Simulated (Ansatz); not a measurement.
Notes on TlSi$_{4}$Cl

```
Tl Cl Si
1.0
     0.00000    4.20922    4.20922
     4.20922    0.00000    4.20922
     4.20922    4.20922    0.00000
Tl Cl Si
1 1 4
Direct
  0.50000 0.50000 0.50000
  0.00000 0.00000 0.00000
  0.12700 0.12700 0.12700
  0.61900 0.12700 0.12700
  0.12700 0.12700 0.61900
  0.12700 0.61900 0.12700
```

Level: PBE, no spin polarisation; 420 eV; 7×7×7 Γ-centred mesh; cold occupations (width 0.0484 eV); Ansatz 0.2.0, fixed geometry.

**Question.** Which element gives electrons and which takes them?

**Answer.** Bader charges in e: Tl +0.30, Si +0.62, Cl -2.77. In the mean Si gives up most and Cl takes most.

**Question.** Is it stable against the elements?

**Answer.** 2.34 eV an atom against the elements' usual phases (free molecules for gases, crystals otherwise, with no correction for O₂ or N₂), so at this geometry it isn't bound against them. Relaxing would lower it.

**Question.** Where is the largest force?

**Answer.** The largest is on Si5 (and as large on other atoms): 8.19 eV/Å, components (-4.73, -4.73, 4.73). It makes 180° with the line to a nearest neighbour, Cl2 at 1.85 Å, pointing away from it.

**Question.** What does the stress say?

**Answer.** The pressure is 19.6 GPa (compression positive), so with the atoms held at these fractions the cell would first expand; the forces are large, so a full relaxation may end otherwise.

**Question.** What happens at the Fermi level?

**Answer.** It is a metal, with about 6.1 states/eV a cell as the mean within 0.25 eV of the Fermi level, mostly Si p (68 %).

Origin: a known structure type with other elements, at an estimated volume, so it need not be a known compound. Caveats: many states at the Fermi level without spin polarisation, so a magnetic state may lie lower; atoms or cell far from equilibrium.
